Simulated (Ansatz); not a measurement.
SiO$_{2}$:
```
CELL_PARAMETERS angstrom
      5.03592     0.00000     0.00000
     -2.51796     4.36123     0.00000
      0.00000     0.00000     8.56506
ATOMIC_POSITIONS crystal
  Si 0.66667 0.33333 0.93705
  Si 0.33333 0.66667 0.43705
  Si 0.66667 0.33333 0.56295
  Si 0.33333 0.66667 0.06295
  O  0.00000 0.41327 0.00000
  O  0.58673 0.00000 0.50000
  O  0.58673 0.58673 0.00000
  O  0.00000 0.58673 0.50000
  O  0.41327 0.00000 0.00000
  O  0.41327 0.41327 0.50000
  O  0.66667 0.33333 0.75000
  O  0.33333 0.66667 0.25000
```

This is the r²SCAN-relaxed structure.

Problem. All from the program Ansatz at the r²SCAN level (PAW), unless another level is named. Estimate the band gap.

Solution. 6.17 eV (indirect).

Problem. Next, the smallest direct gap on the standard path?

Solution. 6.22 eV.

Problem. What about the hole effective mass?

Solution. 0.98, 2.6, 2.6 mₑ (principal values).

Problem. Next, the conduction-band minimum?

Solution. at Γ.

Space group P6_322. The first step of the workflow began from a Materials Project structure, measured or hypothetical; the Crystallography Open Database copy checked does not list it. It is not the phase usual at ambient conditions (space group No. 92, 152, 154). The cell was relaxed with r²SCAN under the symmetry of its start; whether a distortion lowers the energy is not shown.

Potentials: the later of the program's two PAW sets.
